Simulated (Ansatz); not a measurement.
The start is a generated trial cell of AlRu in the CsCl structure type. The cell and all atomic positions are relaxed at zero pressure with r2SCAN (plane waves to 500 eV, PAW, scalar-relativistic; Ansatz, a program for electronic structure). The first steps use a 15×15×15 k-mesh.

Initial structure:
```yaml
crystal:
  lattice:
    - [3.09089, 0.00000, 0.00000]
    - [0.00000, 3.09089, 0.00000]
    - [0.00000, 0.00000, 3.09089]
  atoms:
    - { symbol: Al, position: [0.00000, 0.00000, 0.00000] }
    - { symbol: Ru, position: [0.50000, 0.50000, 0.50000] }
```

Problem. By how much does the energy per atom fall from start to end?

Solution. 0.10 eV/atom.

Problem. How does the volume per atom move from start to end?

Solution. -10.2 %, from 14.76 to 13.27 Å³/atom.

Problem. How do the shortest distances between atoms change?

Solution. The closest pairs of elements (up to four, under 3.6 Å), start → end: Al–Ru 2.68 → 2.58 Å; Al–Al 3.09 → 2.98 Å; Ru–Ru 3.09 → 2.98 Å.

Problem. What band gap does the relaxed structure have at this level?

Solution. Zero (metallic).

Problem. Write out the relaxed structure.

Solution. 
```cif
data_AlRu
_chemical_formula_sum 'Al1 Ru1'
_space_group_name_H-M_alt 'Pm-3m'
_space_group_IT_number 221
_space_group_name_Hall '-P 4 2 3'
_cell_length_a 2.98252
_cell_length_b 2.98252
_cell_length_c 2.98252
_cell_angle_alpha 90.000
_cell_angle_beta 90.000
_cell_angle_gamma 90.000
loop_
_atom_site_label
_atom_site_type_symbol
_atom_site_symmetry_multiplicity
_atom_site_Wyckoff_symbol
_atom_site_fract_x
_atom_site_fract_y
_atom_site_fract_z
_atom_site_occupancy
Al1 Al 1 a 0.00000 0.00000 0.00000 1
Ru1 Ru 1 b 0.50000 0.50000 0.50000 1
```

The space group stays Pm-3m (No. 221) (the run could not lower it); the end is CsCl type, with 2 atoms in the primitive cell. Final values are on a 16×16×16 k-mesh of the relaxed cell. No spin polarisation in the result.

The run could not lose the symmetry of its start.

All atoms sit on sites fixed by symmetry, so only the cell could relax.
